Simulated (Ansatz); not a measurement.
ScSi:
Space group Cmcm (No. 63); a = 3.9512 Å, b = 9.8210 Å, c = 3.6358 Å, α = β = γ = 90.00°

```json
[
 {"atom": "Sc", "site": "4c", "symmetry": "m2m", "x": "0.0000", "y": "0.1391", "z": "0.7500"},
 {"atom": "Si", "site": "4c", "symmetry": "m2m", "x": "0.0000", "y": "0.5816", "z": "0.2500"}
]
```
(The calculation used a cell of 4 atoms; values per cell refer to that cell.)

Relaxed at zero pressure with DFT-PBEsol in the program Ansatz with PAW potentials.

Task: The volume is raised by 3 % and shape and atoms relax at that volume. What pressure results, and how do the axes share the change?

Result: -3.0 GPa; a 1.1 %, b 1.0 %, c 0.9 %; the energy rises by 5 meV/atom.

Task: Give the new structure.

Result: 
Space group Cmcm (No. 63); a = 3.994 Å, b = 9.915 Å, c = 3.669 Å, α = β = γ = 90.00°

```
atom  site  symmetry       x       y       z
----  ----  --------  ------  ------  ------
Sc      4c       m2m  0.0000  0.1387  0.7500
Si      4c       m2m  0.0000  0.5815  0.2500
```

The phase is kept; no other phase was compared at this pressure.

The workflow started from a Materials Project entry (that database holds measured and hypothetical structures alike); the Crystallography Open Database copy checked does not list it. Whether it is the stable phase at ambient conditions was not checked. Symmetry was held in the PBEsol relaxation; of distortions, only those at the zone centre were tested. No spin polarisation was allowed.

Potentials: the later of the program's two PAW sets.
